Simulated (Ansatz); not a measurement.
Stackings of close-packed layers of Pt (one atom a layer), each relaxed to a stress under 0.05 GPa; h and k mark layers whose two neighbours have the same or different letters; energies count from the stacking AB (P6_3/mmc).

Theory: DFT PBEsol, scalar-relativistic, plane waves, PAW (Ansatz 0.2.0).

Cutoff 420 eV, Gaussian smearing of 0.10 eV, energies at zero smearing, symmetry of each start kept, no spin polarisation.

```tsv
start	atoms	k mesh	excess energy (meV/atom)	excess energy on a denser mesh (meV/atom)	spacing of like layers (Å)	a (Å)	denser mesh
ABC (kkk)	3	18×18×7	-61.5	-63.5	2.262	2.770	30×30×14
ABAC (khkh)	4	18×18×5	-30.1	-31.0	2.306	2.748	30×30×10
ABCACB (hkkhkk)	6	18×18×4	-41.9	-43.0	2.289	2.756	30×30×8
ABABCBCAC (khhkhhkhh)	9	18×18×3	-19.6	-	2.318	2.742	-
ABACACBC (khkhhkhk)	8	18×18×3	-31.3	-31.8	2.303	2.749	30×30×6
ABABACBC (khhhkkhk)	8	18×18×3	-30.7	-	2.305	2.748	-
```

Zero in every row: gap on the mesh (eV).

Spin-orbit coupling is left out, which matters for the bands of heavy elements.

Small energy differences in metals hang on the k mesh (about 10 mJ/m² or 1 to 2 meV/atom on the mesh of the relaxation).

Cost: 6 runs of about 26 core-minutes in all, on Arm Neoverse V1 (shared hosts).